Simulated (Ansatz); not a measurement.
A trial cell of ZrNbSe3 went into the relaxation workflow.

The cell of ZrNbSe3 is invented: random cell by space group and Wyckoff sites (P6/mmm, No. 191). Lengths were set from tabulated atomic sizes, so they are only a guess.

```yaml
crystal:
  lattice:
    - [6.14710, 0.00000, 0.00000]
    - [-3.07355, 5.32355, 0.00000]
    - [0.00000, 0.00000, 7.50965]
  atoms:
    - { symbol: Zr, position: [0.00000, 0.00000, 0.00000] }
    - { symbol: Nb, position: [0.00000, 0.00000, 0.50000] }
    - { symbol: Se, position: [0.50000, 0.00000, 0.00000] }
    - { symbol: Se, position: [0.00000, 0.50000, 0.00000] }
    - { symbol: Se, position: [0.50000, 0.50000, 0.00000] }
```

Level of theory: DFT PBE, scalar-relativistic, plane waves, PAW in Ansatz 0.2.0.

Input of the final relaxation:

```yaml
crystal:
  lattice:
    - [5.6785659342, 0.0, 0.0]
    - [-2.8392829671, 4.9177823561, 0.0]
    - [0.0, 0.0, 5.3259255628]
  atoms:
    - { symbol: Zr, position: [0.0, 0.0, 0.0] }
    - { symbol: Nb, position: [0.0, 0.0, 0.5], spin: 1.99 }
    - { symbol: Se, position: [0.5, 0.0, 0.0] }
    - { symbol: Se, position: [0.0, 0.5, 0.0] }
    - { symbol: Se, position: [0.5, 0.5, 0.0] }
basis:
  ecutwfc: 420
kpoints:
  mp_grid: { grid: [12, 12, 8] }
hamiltonian:
  xc: pbe
scf:
  occupations: { method: gaussian, width: 0.1 }
output:
  forces: true
  stress: true
  eigenvalues: true
  populations: true
  write_density: true
  write_potential: true
  elf: true
  volumetric_format: npy
magnetization:
  spin_polarized: true
relax:
  adjacent_minimum: "off"
  f_tol: 0.01
  max_steps: 80
  cell: { stress_tol: 0.05 }
```

```bash
ansatz run input.yaml --threads 1 --pin off --max-ram 2560MiB --backend cpu --events-out ev --progress --plain --runs-dir out
```

Last lines of the log:

```
  atom   2  Nb     0.00000000     0.00000000     0.00000000
  atom   3  Se     0.00000000     0.00000000     0.00000000
  atom   4  Se     0.00000000     0.00000000     0.00000000
  atom   5  Se     0.00000000     0.00000000     0.00000000
--- Stress (GPa, compression-positive) ---
       -0.092147       0.000000       0.000000
        0.000000      -0.092147       0.000000
        0.000000       0.000000       0.062549
  P = ⅓ Tr σ = -0.0406 GPa (-0.406 kbar)
--- Band table (eV; the first three rows and the last of 190) ---
  k-point 0 ↑: bands = ["-47.5305", "-41.2626", "-40.4385", "-40.4248", "-40.4248", "-40.4085", "-40.4085", "-40.3887", "-40.3530", "-40.3460", "-40.3460", "-40.2432", "-40.2423", "-40.2423", "-40.2393", "-40.2393", "-40.2393", "-23.8269", "-23.8269", "-23.7775", "-19.4187", "-19.4187", "-19.0759",
  k-point 1 ↑: bands = ["-47.5303", "-41.2635", "-40.4385", "-40.4248", "-40.4248", "-40.4085", "-40.4085", "-40.3887", "-40.3530", "-40.3460", "-40.3460", "-40.2432", "-40.2423", "-40.2423", "-40.2393", "-40.2393", "-40.2393", "-23.8266", "-23.8266", "-23.7565", "-19.4194", "-19.4194", "-19.1106",
  k-point 2 ↑: bands = ["-47.5298", "-41.2656", "-40.4385", "-40.4248", "-40.4248", "-40.4085", "-40.4085", "-40.3887", "-40.3530", "-40.3460", "-40.3460", "-40.2432", "-40.2423", "-40.2423", "-40.2393", "-40.2393", "-40.2393", "-23.8259", "-23.8259", "-23.7049", "-19.4212", "-19.4212", "-19.1953",
  k-point 94 ↓: bands = ["-46.2443", "-41.2429", "-40.4260", "-40.4260", "-40.4162", "-40.4076", "-40.3960", "-40.3960", "-40.3403", "-40.3403", "-40.3367", "-40.2349", "-40.2336", "-40.2336", "-40.2334", "-40.2334", "-40.2302", "-22.4129", "-22.2122", "-22.2122", "-19.3976", "-19.3976", "-19.2911",
End of that report.
Error: SIGTERM received: cancelled by the caller after 9 completed SCF iterations
```

**Question.** How did the run end?

**Answer.** The run was cut off at its time limit. No property of the compound can be read from it.

The run took 5.3 min on 1 thread of Arm Neoverse V2 (shared host), peak memory 1.1 GiB.
